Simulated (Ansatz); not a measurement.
A geometry of ZrO₂ away from equilibrium: step 11 of the relaxation of a generated cell, ZrO2 placed in the AFLOW prototype A2B_hP9_147_g_ad (B_b, as in ZnAg2). Method: PBE (plane waves to 420 eV, PAW, scalar-relativistic; Ansatz, a quantum-chemistry and plane-wave program). Γ-centred k-mesh 4×4×9 on the run's cell (coarser than for final values), Fermi–Dirac smearing 0.05 eV.

```xyz
9
Lattice="5.7114 0.0000 0.0000 -2.8557 4.9462 0.0000 0.0000 0.0000 3.2528" Properties=species:S:1:pos:R:3 pbc="T T T"
Zr     0.0000     0.0000     0.0000
Zr     2.8557     1.6487     2.4081
Zr     0.0000     3.2975     0.8448
O      1.5471     3.4656     2.4468
O     -0.6279     1.8736     2.4468
O      1.9365    -0.3930     2.4468
O      1.3086     1.4806     0.8061
O     -2.2278     3.0726     0.8061
O      3.7748     0.3930     0.8061
```

Task: Which atoms carry the largest force, and which way does it point?

Result: 0.01 eV/Å, on O4, O5, O6, O7, O8, O9 (atoms numbered as listed); on O6 its components are (0.00, 0.01, 0.00).

Task: What is the pressure?

Result: +5.9 GPa, compression positive.

No spin polarisation in the result.

The run could not lose the symmetry of its start: the end is stationary, and may be a saddle point rather than a minimum.

The end of the path is a generated cell of ZrO2: the first start was made by placing the elements on the sites of a structure type, and the end was not matched to a known phase here, so it may be hypothetical. Known forms of ZrO2 include space group No. 14, 137, 225.
